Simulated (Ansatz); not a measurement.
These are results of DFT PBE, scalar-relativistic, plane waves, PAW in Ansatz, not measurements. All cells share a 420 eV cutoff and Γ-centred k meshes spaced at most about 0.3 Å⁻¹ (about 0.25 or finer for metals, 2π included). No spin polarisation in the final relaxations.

Each of these unrelaxed guesses is relaxed in cell and atoms within its symmetry. A guess keeps its type if space group and coordination stay and the shape of the cell changes little (axis ratios within about 15 %, angles within 6°); the volume may change.

1. MgBe2SeO2

Space group Cmmm (No. 65). a = 4.819 Å, b = 8.022 Å, c = 3.881 Å, α = 90.00°, β = 90.00°, γ = 90.00°
```csv
atom,site,symmetry,x,y,z
Mg,2c,mmm,0.5000,0.0000,0.5000
Be,4f,..2/m,0.2500,0.7500,0.5000
Se,2a,mmm,0.0000,0.0000,0.0000
O,4i,m2m,0.5000,0.8358,0.0000
```

2. BeAl

Space group P4/mmm (No. 123). a = 2.700 Å, b = 2.700 Å, c = 3.485 Å, α = 90.00°, β = 90.00°, γ = 90.00°
```tsv
atom	site	symmetry	x	y	z
Be	1c	4/mmm	0.5000	0.5000	0.0000
Al	1b	4/mmm	0.0000	0.0000	0.5000
```

3. Na3Zn2N

Space group R-3m:H (No. 166). a = 7.270 Å, b = 7.270 Å, c = 11.887 Å, α = 90.00°, β = 90.00°, γ = 120.00°
```json
{"atom": "Na", "site": "3b", "symmetry": "-3m", "x": "0.3333", "y": "0.6667", "z": "0.1667"}
{"atom": "Na", "site": "6c", "symmetry": "3m", "x": "0.3333", "y": "0.6667", "z": "0.5810"}
{"atom": "Zn", "site": "6c", "symmetry": "3m", "x": "0.3333", "y": "0.6667", "z": "0.4465"}
{"atom": "N", "site": "3a", "symmetry": "-3m", "x": "0.0000", "y": "0.0000", "z": "0.0000"}
```

Task: Which guesses survive the relaxation?

Result: Guess 2 keeps its type.

```csv
guess,kept,start group,end group,V start (Å³/atom),V end,"b/a and c/a, end over start",nearest neighbours start,nearest neighbours end
1,no,Cmmm,Cmmm,12.5,15.7,"1.94, 0.66","Be 8, Mg 8, O 8, Se 18","Be 4, Mg 6, O 4, Se 6"
2,yes,P4/mmm,P4/mmm,12.7,12.6,"1.00, 1.04","Al 12, Be 12","Al 12, Be 12"
3,no,R-3m,R-3m,30.2,21.9,"1.00, 7.11","N 2, Na 1/2, Zn 1","N 6, Na 10/12, Zn 3"
```

Neighbours count within 15 % of an atom's shortest distance; end groups are read at 0.02 Å (0.05 Å in metals).

No dispersion correction is applied, so the spacing and binding between layers, chains or molecules are poorly described (MgBe2SeO2 Cmmm). Cells relaxed within their symmetry can be saddle points.

In counts of neighbours, a slash parts the counts of unlike sites.
